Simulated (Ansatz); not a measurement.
## Eigenvalues along a path: K (sc type)

```
K
1.0
     4.01462    0.00000    0.00000
     0.00000    4.01462    0.00000
     0.00000    0.00000    4.01462
K
1
Direct
  0.00000 0.00000 0.00000
```

The cell comes from a relaxation on PAW files under the same functional, begun from a prototype that needn't be the stable phase.

Computed with Ansatz 0.2.0; functional PBEsol, scalar-relativistic. Settings: a Γ-centred 9×9×9 k mesh, Fermi–Dirac smearing of 0.1 eV, no spin polarisation. Methods: PAW: frozen-core files, cutoff 420 eV.

This run: volume at 0.84 of the series' base cell.

The PAW files were made under PBE.

Path points, in fractions of the reciprocal vectors: Γ (0.000, 0.000, 0.000), X (0.000, 0.500, 0.000), M (0.500, 0.500, 0.000), R (0.500, 0.500, 0.500). The distance column jumps between branches of the path. Levels in eV from the Fermi level; bands 2 to 7, counted from the lowest band of the run. The gap is zero, the pressure 0.65 GPa.

```
# k(1/Å) point b2 b3 b4 b5 b6 b7
0.000 Γ -15.60 -15.60 -15.60 -2.34 2.90 2.90
0.098 - -15.61 -15.60 -15.60 -2.29 2.88 2.92
0.196 - -15.63 -15.60 -15.60 -2.17 2.79 2.98
0.293 - -15.65 -15.60 -15.60 -1.96 2.59 3.08
0.391 - -15.68 -15.59 -15.59 -1.67 2.24 3.20
0.489 - -15.72 -15.59 -15.59 -1.31 1.77 3.33
0.587 - -15.74 -15.59 -15.59 -0.90 1.23 3.45
0.685 - -15.76 -15.59 -15.59 -0.43 0.66 3.54
0.783 X -15.77 -15.59 -15.59 0.01 0.20 3.57
0.880 - -15.77 -15.59 -15.58 0.06 0.22 3.59
0.978 - -15.76 -15.61 -15.58 0.20 0.27 3.62
1.076 - -15.76 -15.64 -15.58 0.37 0.43 3.66
1.174 - -15.76 -15.67 -15.58 0.49 0.74 3.64
1.272 - -15.75 -15.70 -15.58 0.63 1.11 3.24
1.369 - -15.75 -15.72 -15.57 0.78 1.54 2.89
1.467 - -15.75 -15.74 -15.57 0.91 1.99 2.64
1.565 M -15.74 -15.74 -15.57 0.96 2.38 2.55
1.703 - -15.74 -15.74 -15.57 0.82 1.94 2.56
1.842 - -15.73 -15.72 -15.58 0.29 1.92 2.59
1.980 - -15.70 -15.70 -15.58 -0.39 2.23 2.64
2.118 - -15.68 -15.67 -15.59 -1.04 2.61 2.70
2.257 - -15.65 -15.64 -15.59 -1.59 2.77 2.88
2.395 - -15.62 -15.62 -15.60 -2.00 2.83 2.95
2.533 - -15.61 -15.61 -15.60 -2.25 2.88 2.92
2.672 Γ -15.60 -15.60 -15.60 -2.34 2.90 2.90
2.841 - -15.61 -15.60 -15.60 -2.21 2.90 2.90
3.011 - -15.62 -15.62 -15.62 -1.83 2.91 2.91
3.180 - -15.65 -15.64 -15.64 -1.23 2.93 2.93
3.349 - -15.67 -15.66 -15.66 -0.46 2.90 2.90
3.519 - -15.69 -15.69 -15.69 0.41 2.76 2.76
3.688 - -15.71 -15.71 -15.71 1.24 2.52 2.52
3.858 - -15.72 -15.72 -15.72 1.93 2.33 2.33
4.027 R -15.72 -15.72 -15.72 2.26 2.26 2.26
4.165 - -15.72 -15.72 -15.72 2.05 2.27 2.32
4.304 - -15.73 -15.71 -15.70 1.63 2.23 2.50
4.442 - -15.74 -15.68 -15.68 1.20 1.92 2.80
4.580 - -15.75 -15.66 -15.65 0.83 1.38 3.21
4.719 - -15.75 -15.63 -15.63 0.55 0.83 3.70
4.857 - -15.76 -15.61 -15.61 0.35 0.38 3.70
4.995 - -15.77 -15.59 -15.59 0.10 0.24 3.60
5.134 X -15.77 -15.59 -15.59 0.01 0.20 3.57
6.241 R -15.72 -15.72 -15.72 2.26 2.26 2.26
6.338 - -15.72 -15.72 -15.72 2.16 2.27 2.27
6.436 - -15.73 -15.73 -15.70 1.94 2.30 2.30
6.534 - -15.73 -15.73 -15.68 1.68 2.35 2.35
6.632 - -15.73 -15.73 -15.65 1.44 2.41 2.41
6.730 - -15.74 -15.74 -15.62 1.24 2.46 2.46
6.827 - -15.74 -15.74 -15.59 1.09 2.51 2.51
6.925 - -15.74 -15.74 -15.58 1.00 2.45 2.54
7.023 M -15.74 -15.74 -15.57 0.96 2.38 2.55
```
